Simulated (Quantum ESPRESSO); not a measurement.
**Fitting the PBE energy curve of LiY3**

Symmetry: Fm-3m, No. 225, cubic system. Conventional cell: a = 7.800 Å, b = 7.800 Å, c = 7.800 Å, α = 90.00°, β = 90.00°, γ = 90.00°. Y (site symmetry m-3m) has 8 Y at 3.38 Å as nearest neighbours. Y (site symmetry -43m) is surrounded by 4 Li at 3.38 Å and 4 Y at 3.38 Å. Li (site symmetry m-3m) has 8 Y at 3.38 Å as nearest neighbours.

The cell comes from a database or a generator and needn't be the stable form of this composition.

The cell was scaled at fixed shape and fractions and run with Quantum ESPRESSO, SSSP 1.3 efficiency PBE, cutoff 748 eV; PBE, k mesh 6 × 6 × 6 on the cell of 4 atoms, fermi-dirac occupations of 0.05 eV, no spin polarisation, no spin-orbit coupling. Energies are those that the program minimises, any entropy of the smearing included. For a metal such a mesh isn't converged to the digits shown.

```csv
V (Å³/atom),energy over the lowest row (meV/atom)
27.8768,12.188
28.4699,?
29.0630,1.291
29.6561,0.000
30.2492,1.178
30.8424,4.624
31.4355,10.151
```

Q: Fit the third-order Birch-Murnaghan form, give V0, B0 and B′, and predict the energy left open.

A: With y = (V0/V)^(2/3), E = E0 + (9 V0 B0/16) [(y - 1)³ B′ + (y - 1)² (6 - 4y)]. Least squares through the rows shown give V0 = 29.6612 Å³/atom, E0 = 0.000 meV, B0 = 33.32 GPa (1 eV/Å³ = 160.218 GPa) and B′ = 3.28, with a largest miss of 0.002 meV. At V = 28.4699 the form with these constants gives 5.274 meV; the run gave 5.272 meV an atom.
